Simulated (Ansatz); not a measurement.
The relaxed structure here is a generated cell of Rh: the first start was made by a random draw of sites in a space group, and the end was not matched to a known phase here, so it may be hypothetical. Known forms of Rh include space group No. 225.

The end point of a relaxation of Rh. Space group Pm-3m (No. 221), AFLOW prototype A_cP1_221_a (A_h). Computed with PBEsol (plane waves to 420 eV, PAW, scalar-relativistic; Ansatz, an electronic-structure program).

Space group Pm-3m (No. 221); a = 2.499 Å, b = 2.499 Å, c = 2.499 Å, α = 90.00°, β = 90.00°, γ = 90.00°

```tsv
atom	site	symmetry	x	y	z
Rh	1b	m-3m	0.5000	0.5000	0.5000
```

| Quantity | Result |
|---|---|
| Volume per atom | 15.61 Å³ |
| Density | 10.95 g/cm³ |
| Band gap | zero (metallic) |
| Shortest distances | Rh–Rh 2.50 Å |
| k-mesh | 18×18×18 |

No spin polarisation in the result.

The run could not lose the symmetry of its start, so the end can be a saddle point.
